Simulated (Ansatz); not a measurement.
One crystal and one scan (energy over volume and axial ratio) at two levels, PBE (plane waves to 420 eV, PAW, scalar-relativistic; Ansatz, a quantum-chemistry and plane-wave program) and r2SCAN (plane waves to 500 eV, PAW, scalar-relativistic; Ansatz), each from its own relaxed cell and on its own mesh. The cell shown is that of PBE.

InSb (zinc blende)

```
CELL_PARAMETERS angstrom
      0.00000     3.31748     3.31748
      3.31748     0.00000     3.31748
      3.31748     3.31748     0.00000
ATOMIC_POSITIONS crystal
  Sb 0.75000 0.75000 0.75000
  In 0.00000 0.00000 0.00000
```

Grid over V/V₀ and (c/a)/(c/a)₀, subscript 0 meaning the relaxed cell; the conventional c axis lies along z; no internal relaxation.

E stands for the smeared free energy. InSb was relaxed with its symmetry unable to fall. Spin-orbit coupling is left out, though Sb is heavy. The PAW data are Ansatz's earlier set. With partly filled bands, the response to shear is sensitive to the k mesh, so small differences along c/a are uncertain. Percentages come from the unrounded values. Both scans cover V/V₀ from 0.960 to 1.040 and (c/a)/(c/a)₀ from 0.880 to 1.120.

Results of PBE:

```
Property                                                     Value
-----------------------------------------------------------  -----
Lattice constant a (Å)                                       6.635
Shear modulus C′ = (C11 − C12)/2 (fit, atoms clamped) (GPa)   13.2
```

### Question
Estimate the r2SCAN values.

### Answer
```tsv
quantity	r2SCAN	PBE − r2SCAN
Lattice constant a (Å)	6.557	+0.078 (+1.2 %)
Shear modulus C′ = (C11 − C12)/2 (fit, atoms clamped) (GPa)	15.1	-1.9 (-12 %)
```

PBE gives the higher value for: lattice constant a. PBE gives the lower value for: shear modulus C′. (PBE) At this level the bands of InSb touch or barely overlap; measurements give the solid a gap. (r2SCAN) At this level the bands of InSb touch or barely overlap; measurements give the solid a gap. Neither level is exact: the differences show how much the result hangs on the functional.

(Under strain, the slope of the energy per volume gives the stress and its curvature an elastic modulus.)
